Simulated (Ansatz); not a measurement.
The cell below belongs to a search over invented structures; it isn't taken from experiment.

Input and command of a plane-wave DFT calculation in Ansatz:

```yaml
crystal:
  lattice:
    - [5.8851796396, -3.3677269843, 0.0]
    - [5.8851796396, 3.3677269843, 0.0]
    - [0.0, 0.0, 6.3361398393]
  atoms:
    - { symbol: Zn, position: [0.1662543913, 0.4817432004, 0.5052226773] }
    - { symbol: Zn, position: [0.5182567996, 0.8337456087, 0.5052226773] }
    - { symbol: Zn, position: [0.8337456087, 0.5182567996, 0.0052226773] }
    - { symbol: Zn, position: [0.4817432004, 0.1662543913, 0.0052226773] }
    - { symbol: Cd, position: [0.8168082528, 0.1831917472, 0.4852068615] }
    - { symbol: Cd, position: [0.1831917472, 0.8168082528, 0.9852068615] }
    - { symbol: Se, position: [0.1920919888, 0.8079080112, 0.3950238543] }
    - { symbol: Se, position: [0.8079080112, 0.1920919888, 0.8950238543] }
    - { symbol: S, position: [0.835568722, 0.5237026152, 0.3671619649] }
    - { symbol: S, position: [0.4762973848, 0.164431278, 0.3671619649] }
    - { symbol: S, position: [0.164431278, 0.4762973848, 0.8671619649] }
    - { symbol: S, position: [0.5237026152, 0.835568722, 0.8671619649] }
basis:
  ecutwfc: 420
kpoints:
  mp_grid: { grid: [6, 6, 4] }
hamiltonian:
  xc: pbe
scf:
  occupations: { method: gaussian, width: 0.02 }
output:
  forces: true
  stress: true
  eigenvalues: true
relax:
  adjacent_minimum: "off"
  f_tol: 0.01
  max_steps: 30
  cell: { stress_tol: 0.1, fix: [volume] }
```

```bash
ansatz run input.yaml --threads 1 --pin off --max-ram 2560MiB --backend cpu --events-out ev --progress --plain --runs-dir out
```

Processor: Intel(R) Xeon(R) Processor @ 2.50GHz (Skylake/Cascade Lake), 1 thread, on a host shared with other jobs.

How long does it run, and how much memory does it take?

About 6.5 min, peak memory 0.94 GiB. It solves 87 bands at 39 k points (after reduction by symmetry) with about 4925 plane waves, in 22 SCF iterations over 4 ionic steps.
